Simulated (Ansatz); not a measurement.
Below is a relaxed structure of Sn₄SeS₃. The cell was found from a structure generator's guess, not taken from experiment.

Method: Ansatz 0.2.0, DFT PBE, scalar-relativistic, plane waves, PAW. Cutoff 420 eV, Γ-centred mesh, Gaussian smearing, no spin polarisation.

```
CELL_PARAMETERS angstrom
4.17328 -5.90369 0.00000
4.17328 5.90369 0.00000
0.00000 0.00000 4.17557
ATOMIC_POSITIONS crystal
Sn 0.25322 0.74678 0.00000
Sn 0.74678 0.25322 0.00000
Sn 0.25669 0.25669 0.50000
Sn 0.74331 0.74331 0.50000
Se 0.00000 0.00000 0.00000
S 0.50000 0.50000 0.00000
S 0.00000 0.50000 0.50000
S 0.50000 0.00000 0.50000
```

Formation energies are uncorrected and refer to the elements' standard structures at the same level. The references include grey tin.

(1) What space group does it have?

(2) How far does it lie from the elements in energy?

(3) Is it a metal?

## Answers

(1) Cmmm (No. 65), with Se and S ordered on rock salt sites. Conventional cell: a = 8.347 Å, b = 11.807 Å, c = 4.176 Å. Sn on a site of symmetry m2m is surrounded by 5 S at 2.91–2.95 Å and 1 Se at 2.99 Å; Sn on a site of symmetry 2mm has 4 S at 2.91–2.95 Å and 2 Se at 2.99 Å; Se is surrounded by 6 Sn at 2.99 Å; S on a site of symmetry mmm has 6 Sn at 2.91 Å; 1 more site not described.

(2) −0.413 eV/atom. It lies below the elements, which doesn't yet make it stable against other compounds or structures.

(3) No, the gap on the 6×6×8 mesh is 0.31 eV.

The last run used a 6×6×8 mesh (in the run's order of axes) for its 8-atom cell and Gaussian smearing of 0.02 eV. Kohn–Sham gaps at this level usually fall short of measured ones. The reference forms of S and Se are held partly by dispersion forces, which this level lacks. Small gaps are read on the mesh alone, and bands can cross between its points. A later test with randomly moved atoms led to a structure 24 meV/atom lower, so this end is a saddle point or a shallow minimum.
